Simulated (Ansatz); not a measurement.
**GaIr: energy along a strain**

GaIr, Pm-3m, a = 3.004 Å (as given, not relaxed at this level: 4.0 GPa). The structure is a COD entry; whether it is the stable form wasn't checked. Ansatz: PBEsol, PAW, 420 eV, Γ-centred 16×16×16 mesh on 2 atoms, Gaussian smearing 0.15 eV; no spin polarisation. Cell vectors (Å): 3.004 0.000 0.000; 0.000 3.004 0.000; 0.000 0.000 3.004. The cell is strained by x per cent times the pattern (1 0 0 0 0 0) in the order xx yy zz yz xz xy (engineering shears), with fractional coordinates held. y is the free energy over the start, V0 = 13.554 Å³/atom. Points with a strain past 8.5 % were computed too (3) and aren't used here.

| x (%) | y (meV/atom) |
| --- | --- |
| -7.50 | 131.96 |
| -5.00 | 60.10 |
| -2.50 | 18.20 |
| 0.00 | 0.00 |
| 2.50 | ? |
| 5.00 | 9.20 |
| 7.50 | 30.31 |

Problem. Fit y = c1 x + c2 x² + c3 x³ to the other rows, get the stiffness along the pattern, and predict the missing energy.

Solution. Least squares on the rows shown. y = −3.6312 x + 1.4325 x² − 0.056087 x³. The clamped-ion stiffness p·C·p = 2 × 14.33 eV × 160.2 / 13.554 Å³ = 339 GPa, which is C11 in these axes (second derivative at the start, which stands under stress). With a term in x⁴ added, the coefficient of x² becomes 1.336, 7 % less, which shows how far this figure hangs on the form. At x = 2.50 the fit asked for gives -1.00 meV/atom. The run gave -1.48 meV/atom, so the fit is 0.48 meV/atom too high, within the rms miss on the fitted rows (0.89 meV/atom): the form describes this series only roughly.

Spin–orbit coupling is left out, which can shift energies with elements as heavy as these.